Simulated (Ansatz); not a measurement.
# Calculated N-14 nuclear quadrupole resonance for Cs3H12N4F3

Cell: a computed structure from the Materials Project (it need not be an observed phase), taken as it stands.

```
CELL_PARAMETERS angstrom
-5.24311 5.24311 5.24311
5.24311 -5.24311 5.24311
5.24311 5.24311 -5.24311
ATOMIC_POSITIONS crystal
Cs 0.25000 0.12500 0.87500
Cs 0.75000 0.37500 0.62500
Cs 0.37500 0.62500 0.75000
Cs 0.12500 0.87500 0.25000
Cs 0.62500 0.75000 0.37500
Cs 0.87500 0.25000 0.12500
H 0.71238 0.62700 0.04439
H 0.41739 0.87300 0.58538
H 0.08261 0.66799 0.45561
H 0.78762 0.83201 0.91462
H 0.54439 0.12700 0.21238
H 0.08538 0.37300 0.91739
H 0.95561 0.16798 0.58261
H 0.41462 0.33202 0.28762
H 0.62700 0.04439 0.71238
H 0.87300 0.58538 0.41739
H 0.66799 0.45561 0.08261
H 0.83201 0.91462 0.78762
H 0.12700 0.21238 0.54439
H 0.37300 0.91739 0.08538
H 0.16798 0.58261 0.95561
H 0.33202 0.28762 0.41462
H 0.04439 0.71238 0.62700
H 0.58538 0.41739 0.87300
H 0.45561 0.08261 0.66799
H 0.91462 0.78762 0.83201
H 0.21238 0.54439 0.12700
H 0.91739 0.08538 0.37300
H 0.58261 0.95561 0.16798
H 0.28762 0.41462 0.33202
N 0.69841 0.50000 0.00000
N 0.50000 0.00000 0.69841
N 0.00000 0.69841 0.50000
N 0.80159 0.80159 0.80159
N 0.50000 0.00000 0.19841
N 0.19841 0.50000 0.00000
N 0.00000 0.19841 0.50000
N 0.30159 0.30159 0.30159
F 0.75000 0.87500 0.12500
F 0.25000 0.62500 0.37500
F 0.62500 0.37500 0.25000
F 0.87500 0.12500 0.75000
F 0.37500 0.25000 0.62500
F 0.12500 0.75000 0.87500
```

Atom numbers follow the list; atoms alike are taken as one site, whose name carries the number of the first.

Method: Kohn–Sham DFT in Ansatz, PBE, plane waves and PAW, scalar-relativistic, 420 eV cutoff, Γ-centred 3×3×3 k-points, Fermi–Dirac smearing 0.02 eV.

N-14: I = 1, Q = 20.44 mb (year-2017 value). Static lattice, zero field.

Problem. Predict the zero-field N-14 lines of each site.

Solution. For I = 1 the lines are ν± = (3/4)|C_Q|(1 ± η/3) and ν₀ = |C_Q|η/2.

```json
{"site": "N", "atoms": "31, 32, 33, 34, 35, 36, …", "V_zz (10²¹ V/m²)": "-6.91", "C_Q (MHz)": "-3.42", "η": "0.00", "line frequencies (MHz)": "2.56"}
```

An axis of threefold or higher order runs through N, so V_zz lies along it and η is zero.

The run took 65 s of wall time (65 s of CPU time) and 0.89 GiB at its peak, on 1 thread of Arm Neoverse V2 (aarch64; 28 cores open to the job, memory cap 2.5 GiB, no GPU), a shared host with a load of 0.6 a core.
